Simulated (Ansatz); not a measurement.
Relaxed-ion elastic tensor of HfTe (CsCl type, Pm-3m) in GPa (Voigt order), DFT-PBEsol in the program Ansatz with PAW potentials; density 11.92 g/cm³, 21.32 Å³ per atom.

```
 254  50.9  50.9   0.0   0.0   0.0
50.9   254  50.9   0.0   0.0   0.0
50.9  50.9   254   0.0   0.0   0.0
 0.0   0.0   0.0  91.8   0.0   0.0
 0.0   0.0   0.0   0.0  91.8   0.0
 0.0   0.0   0.0   0.0   0.0  91.8
```

Question: Is the crystal mechanically stable?

Answer: Yes: the smallest eigenvalue of C is 91.8 GPa.

Question: Work out the Voigt, Reuss and Hill averages.

Answer: K_V = 119, K_R = 119, K_H = 119; G_V = 95.7, G_R = 95.5, G_H = 95.6 GPa.

Question: Give Young's modulus, Poisson's ratio, Pugh's ratio and the universal anisotropy index.

Answer: E = 9KG/(3K + G) = 226 GPa; ν = 0.18; K/G = 1.24 (brittle by the Pugh limit of 1.75); A_U = 5G_V/G_R + K_V/K_R − 6 = 0.01.

Question: Estimate the sound speeds and the Debye temperature.

Answer: v_l = √((K + 4G/3)/ρ) = 4540 m/s, v_t = √(G/ρ) = 2830 m/s, mean 3120 m/s; Θ = (h/k)(3n/4πV)^(1/3) v_m = 335 K.

Question: Give the Zener ratio and Young's modulus along [100], [110] and [111].

Answer: A = 2C44/(C11 − C12) = 0.90; 1/E = S11 − 2(S11 − S12 − S44/2)Γ with Γ = 0, 1/4, 1/3 gives 237, 223, 219 GPa.

A made-up cell: these elements were put on the sites of a structure type; neither database checked (COD, Materials Project) lists it. Its standing as an ambient phase is unchecked. Symmetry was held in the PBEsol relaxation; its stability against distortions is not shown here. The run is not spin-polarised. As this level gives no gap, shear constants depend on the k-mesh and smearing (Fermi–Dirac, 0.1 eV here). Spin–orbit coupling is left out wherever it is not named.

Potentials: the earlier of the program's two PAW sets. The files were generated under PBE; for other functionals the program regenerates the frozen cores, and for LDA and PBEsol the local potential too.
